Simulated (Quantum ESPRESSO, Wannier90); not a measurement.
## BaF₂ (fluorite), plane waves to Wannier functions

```xyz
3
Lattice="0.0000 3.1129 3.1129 3.1129 0.0000 3.1129 3.1129 3.1129 0.0000" Properties=species:S:1:pos:R:3 pbc="T T T"
Ba     0.0000     0.0000     0.0000
F      1.5564     1.5564     1.5564
F     -1.5564    -1.5564    -1.5564
```

Cell from Materials Project (mp-1029), symmetrised, no further relaxation. COD (Crystallography Open Database) has an entry of this formula and space group (matched by these alone). Level: PBEsol, no spin polarisation, no spin-orbit coupling; pw.x of Quantum ESPRESSO at 68 Ry with PseudoDojo potentials, 8×8×8 k-points, Wannier90. Density: 8×8×8 mesh, cold smearing 0.01 Ry. Spin-orbit coupling is left out although heavy elements are present.

A tight-binding model is made by disentanglement and projection with no localisation steps (num_iter = 0), so the 14 orbitals stay atom-like: hydrogen-like Ba: s;d; F: s;p, axes along x, y, z; frozen window up to 8.17 eV relative to the valence-band maximum. It follows pw.x to 11 meV rms for states up to 7.7 eV relative to the valence-band maximum. Matrix elements depend on this choice of orbitals and windows. Bands 4–6 (Ba 5p 94 %, F 2p 5 %) lie between the kept ones and are excluded.

Q: What are the on-site energies relative to the valence-band maximum, and how fast do the hoppings decay?

A: 
| atom | orbitals | energy (eV) |
|---|---|---|
| Ba1 | s | 8.84 |
| Ba1 | dz2 dx2-y2 | 8.95 |
| Ba1 | dxz dyz dxy | 10.79 |
| F2 | s | -17.73 |
| F2 | pz px py | -0.44 |
| F3 | s | -17.73 |
| F3 | pz px py | -0.44 |

```json
[
 {"distance of the centres (Å)": "2–3", "largest modulus (eV)": "2.6"},
 {"distance of the centres (Å)": "3–4", "largest modulus (eV)": "0.48"},
 {"distance of the centres (Å)": "4–5", "largest modulus (eV)": "0.87"},
 {"distance of the centres (Å)": "5–6", "largest modulus (eV)": "0.27"},
 {"distance of the centres (Å)": "6–7", "largest modulus (eV)": "0.20"},
 {"distance of the centres (Å)": "7–8", "largest modulus (eV)": "0.17"},
 {"distance of the centres (Å)": "8–9", "largest modulus (eV)": "0.10"},
 {"distance of the centres (Å)": "9–10", "largest modulus (eV)": "0.053"},
 {"distance of the centres (Å)": "10–11", "largest modulus (eV)": "0.069"},
 {"distance of the centres (Å)": "11–12", "largest modulus (eV)": "0.028"},
 {"distance of the centres (Å)": "12–13", "largest modulus (eV)": "0.020"}
]
```
